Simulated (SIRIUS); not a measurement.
A self-consistent single point of InGaN2 (P3m1, 4 atoms in the cell; from Materials Project mp-1223660, changed as shown).

```
CELL_PARAMETERS angstrom
      3.41058     0.00000     0.00000
     -1.70529     2.95365     0.00000
      0.00000     0.00000     5.57005
ATOMIC_POSITIONS crystal
  In 0.00000 0.00000 0.99840
  Ga 0.66667 0.33333 0.49536
  N  0.66667 0.33333 0.14562
  N  0.00000 0.00000 0.60222
```

Computed with LDA (PW92), GBRV LDA ultrasoft pseudopotentials (plane waves; SIRIUS).

SIRIUS settings:

```
key                                                                   value
--------------------------------------  -----------------------------------
parameters.ngridk                                                   12 12 6
parameters.xc_functionals                           [XC_LDA_X, XC_LDA_C_PW]
parameters.gk_cutoff                                           6.325 1/bohr
parameters.pw_cutoff                                          14.143 1/bohr
parameters.smearing                                                gaussian
parameters.smearing_width                                    0.000367493 Ha
potentials                              GBRV LDA ultrasoft pseudopotentials
parameters.electronic_structure_method                      pseudopotential
parameters.num_bands                                                     25
parameters.num_mag_dims                                                   0
parameters.num_dft_iter                                                 100
parameters.energy_tol                                              1e-07 Ha
parameters.density_tol                                                1e-06
mixer.type                                                         anderson
mixer.beta                                                              0.3
mixer.use_hartree                                                     false
```

Results:

- Number of valence electrons = 42
- Number of bands = 25
- Number of k-points after the program's reduction = 100
- Number of plane waves (most at a k-point) = 1653
- Number of SCF iterations = 35
- FFT grid = 32 × 32 × 50
- Free energy E − TS = -8006.7174 eV
- Gap on the k-point mesh = 0.16 eV
- Pressure = -11.60 GPa
- Largest force (vector length) = 0.146 eV/Å

Forces (eV/Å):
```json
[
 {"atom": "In1", "Fx": "0.000", "Fy": "0.000", "Fz": "0.113"},
 {"atom": "Ga2", "Fx": "0.000", "Fy": "0.000", "Fz": "-0.086"},
 {"atom": "N3", "Fx": "0.000", "Fy": "0.000", "Fz": "-0.146"},
 {"atom": "N4", "Fx": "0.000", "Fy": "0.000", "Fz": "0.120"}
]
```

Stress (GPa, positive for compression):
```
-11.70    0.00    0.00
  0.00  -11.70    0.00
  0.00    0.00  -11.40
```

Gaps are taken between levels on the mesh.

For comparison: a first run was changed to give this one (volume scaled by 1.01), and from it to this one the free energy goes up by 8.7 meV/atom, the pressure goes from -10.40 to -11.60 GPa, the largest force goes from 0.139 to 0.146 eV/Å and the gap on the mesh goes from 0.208 to 0.165 eV.

The structure comes from a collection of computed structures, made at another level of theory; the collection holds predicted forms beside known ones.

Cost on one core: very roughly 5 core-minutes.
